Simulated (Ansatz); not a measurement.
BN (zinc blende)

```xyz
2
Lattice="0.0000 1.8044 1.8044 1.8044 0.0000 1.8044 1.8044 1.8044 0.0000" Properties=species:S:1:pos:R:3 pbc="T T T"
N      2.7066     2.7066     2.7066
B      0.0000     0.0000     0.0000
```

The slice is a {110} plane (indices of the conventional cell) through the point (0.750, 0.750, 0.750) (fractional), spanned by u = [100] and v = [1 -1 -1] in vectors of this cell: u (2.55 Å) and v (3.61 Å, at 90° to u). It covers one period; positions are fractions (u, v).

All values below come from r2SCAN (plane waves to 500 eV, PAW, scalar-relativistic; Ansatz, a program for electronic structure). k mesh 16×16×16. Near the nuclei the fields are pseudised (PAW); where an atom keeps semicore shells as valence, they peak there. BN was relaxed with its symmetry unable to fall. The PAW data are Ansatz's earlier set.

### Question
The ELF has a maximum in the middle third of the N–B line. Where, and how high?

### Answer
0.93, 0.8 Å from N.

### Question
What is the valence density on the shortest N–B line in this plane (1.56 Å), at its midpoint?

### Answer
1.46 e/Å³.

### Question
Predict the map of the valence electron density on the slice.

### Answer
```
|99999876654444566789999|
|99999877655555567789999|
|99998877665555667788999|
|99988777665555667778899|
|88877776665555666777788|
|77777666655445566667777|
|66666666654334566666666|
|55555555554334555555555|
|44444455544334455544444|
|33334444554444554444333|
|22223344455555544433222|
|11122334455555544332211|
|00112234445555444322110|
|00011233444554443321100|
|00001223344444433221000|
|00001122333443332211000|
|00001112233333322111000|
|00000111222222221110000|
|00001111112222211111000|
|11111111111111111111111|
|22211111111111111111122|
|33322111000000001112233|
|44333221100000011223334|
|55443321100000011233445|
|66554432110000112344556|
|77665443210000123445667|
|88776543221111223456778|
|99887654322112234567889|
|99988765432222345678899|
|99998765433223345678999|
|99999876543333456789999|
|99999876554444556789999|
```
Scale: ten equal steps from -1.09 (start of '0') to 0.56 (end of '9'), in the order '0123456789'. Values: log₁₀ of the valence density in e/Å³. The map has 23 points along u (one character each, u = 0 at the left) and 32 along v (v = 0 in the bottom row). The scale is logarithmic, as a density can span decades between atoms and voids.
